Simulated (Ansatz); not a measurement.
**Two-dimensional strain map in Ca**

Theory: DFT r2SCAN, scalar-relativistic, plane waves, PAW (Ansatz). Cutoff 500 eV, Γ-centred 16×16×16 k-points, Gaussian smearing of 0.15 eV. No spin polarisation. Energies are free energies at this smearing, counted from the undisturbed cell; pressure is positive in compression.

The starting cell (as given, not relaxed at this level; it stands at -0.6 GPa; this bcc form isn't the usual structure):

```xyz
1
Lattice="-2.2400 2.2400 2.2400 2.2400 -2.2400 2.2400 2.2400 2.2400 -2.2400" Properties=species:S:1:pos:R:3 pbc="T T T"
Ca    0.0000    0.0000    0.0000
```

The cell is strained by p along both x and y and by q along z, fractional coordinates fixed. Points are written (p, q).

Energy above the undisturbed cell in meV/atom (a dash: not computed):

```csv
p \ q,-0.030,-0.015,0.000,0.015,0.030
-0.030,3.6,0.2,-2.2,-3.5,-3.7
-0.015,-2.1,-3.2,-3.2,-2.2,-0.2
0.000,-3.2,-2.1,0.0,3.1,7.2
0.015,0.2,3.2,7.3,12.4,18.4
0.030,7.8,12.6,18.5,25.4,33.1
```

Pressure in GPa:

```csv
p \ q,-0.030,-0.015,0.000,0.015,0.030
-0.030,1.0,0.7,0.4,0.1,-0.1
-0.015,0.4,0.1,-0.1,-0.4,-0.6
0.000,-0.1,-0.4,-0.6,-0.9,-1.1
0.015,-0.6,-0.9,-1.1,-1.3,-1.5
0.030,-1.1,-1.3,-1.5,-1.7,-1.8
```